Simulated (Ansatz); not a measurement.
RbCl (rock salt): values from a third-order Birch-Murnaghan fit to a volume scan beside measured ones. Computed values: PBE (plane waves to 420 eV, PAW, scalar-relativistic; Ansatz, an electronic-structure program). RbCl was relaxed with its symmetry unable to fall.

```tsv
quantity	reference	kind	PBE	difference
Lattice constant a (Å)	6.532	measured at or taken to low temperature	6.699	+2.6 %
Bulk modulus B₀ (GPa)	18.7	measured at or taken to low temperature	14.2	-24.1 %
```

PBE overestimates the lattice constant a by 2.6 %. PBE underestimates the bulk modulus B₀ by 24.1 %.

References as given in: Klaus Doll, Hermann Stoll, Physical review. B, Condensed matter (1998), arXiv:cond-mat/9801031.

(A scan under strain: stresses follow from slopes of the energy per volume, elastic moduli from its curvatures.)
